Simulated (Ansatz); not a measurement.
A relaxation computed with Ansatz, from input to last step.

```yaml
crystal:
  lattice:
    - [1.3314186701, 0.7686949275, 4.2553429165]
    - [-1.3314186701, 0.7686949275, 4.2553429165]
    - [0.0, -1.5373898551, 4.2553429165]
  atoms:
    - { symbol: Mn, position: [0.5, 0.5, 0.5], spin: 1.61 }
    - { symbol: Ir, position: [0.0, 0.0, 0.0] }
basis:
  ecutwfc: 420
kpoints:
  mp_grid: { grid: [18, 18, 18] }
hamiltonian:
  xc: lda
scf:
  occupations: { method: gaussian, width: 0.1 }
output:
  forces: true
  stress: true
  eigenvalues: true
  populations: true
magnetization:
  spin_polarized: true
relax:
  adjacent_minimum: "off"
  f_tol: 0.005
  max_steps: 50
  cell: { stress_tol: 0.05 }
```

```bash
ansatz run input.yaml --threads 1 --pin off --max-ram 2560MiB --backend cpu --events-out ev --progress --plain --runs-dir out
```

Theory: DFT LDA, scalar-relativistic, plane waves, PAW (Ansatz 0.2.0).

Of 6 frames 6 are shown, positions in Å and forces in eV/Å; the SCF threshold varies from step to step. Steps run on the plane waves of an earlier cell, with a Pulay correction in the pressure. The basis is chosen afresh for the last frame, the zero of the energies, and at times for earlier ones too; energy and pressure step there, also at an unchanged geometry.

```xyz
2
Lattice="1.3314 0.7687 4.2553 -1.3314 0.7687 4.2553 0.0000 -1.5374 4.2553" Properties=species:S:1:pos:R:3:forces:R:3 pbc="T T T" step=1 free_energy_over_end_meV_per_atom=60.70 pressure_GPa=-19.52
Mn    0.0000    0.0000    6.3830    0.0000    0.0000    0.0000
Ir    0.0000    0.0000    0.0000    0.0000    0.0000    0.0000
2
Lattice="1.2814 0.7398 4.1265 -1.2814 0.7398 4.1265 0.0000 -1.4797 4.1265" Properties=species:S:1:pos:R:3:forces:R:3 pbc="T T T" step=2 free_energy_over_end_meV_per_atom=19.83 pressure_GPa=14.51
Mn    0.0000    0.0000    6.1898    0.0000    0.0000    0.0000
Ir    0.0000    0.0000    0.0000    0.0000    0.0000    0.0000
2
Lattice="1.3048 0.7533 4.1587 -1.3048 0.7533 4.1587 0.0000 -1.5066 4.1587" Properties=species:S:1:pos:R:3:forces:R:3 pbc="T T T" step=3 free_energy_over_end_meV_per_atom=0.62 pressure_GPa=-2.89
Mn    0.0000    0.0000    6.2381    0.0000    0.0000    0.0000
Ir    0.0000    0.0000    0.0000    0.0000    0.0000    0.0000
2
Lattice="1.3007 0.7510 4.1495 -1.3007 0.7510 4.1495 0.0000 -1.5020 4.1495" Properties=species:S:1:pos:R:3:forces:R:3 pbc="T T T" step=4 free_energy_over_end_meV_per_atom=-0.32 pressure_GPa=0.16
Mn    0.0000    0.0000    6.2242    0.0000    0.0000    0.0000
Ir    0.0000    0.0000    0.0000    0.0000    0.0000    0.0000
2
Lattice="1.3009 0.7511 4.1500 -1.3009 0.7511 4.1500 0.0000 -1.5022 4.1500" Properties=species:S:1:pos:R:3:forces:R:3 pbc="T T T" step=5 free_energy_over_end_meV_per_atom=-0.32 pressure_GPa=0.00
Mn    0.0000    0.0000    6.2250    0.0000    0.0000    0.0000
Ir    0.0000    0.0000    0.0000    0.0000    0.0000    0.0000
2
Lattice="1.3009 0.7511 4.1500 -1.3009 0.7511 4.1500 0.0000 -1.5022 4.1500" Properties=species:S:1:pos:R:3:forces:R:3 pbc="T T T" step=6 free_energy_over_end_meV_per_atom=0.00 pressure_GPa=0.01
Mn    0.0000    0.0000    6.2250    0.0000    0.0000    0.0000
Ir    0.0000    0.0000    0.0000    0.0000    0.0000    0.0000
```

The run took 5.8 min on 1 thread of Intel(R) Xeon(R) Platinum 8259CL CPU @ 2.50GHz (Skylake/Cascade Lake), on a shared host, peak memory 0.82 GiB.

Spin-orbit coupling is left out, which matters for the bands of heavy elements. Only parallel moments were tried here.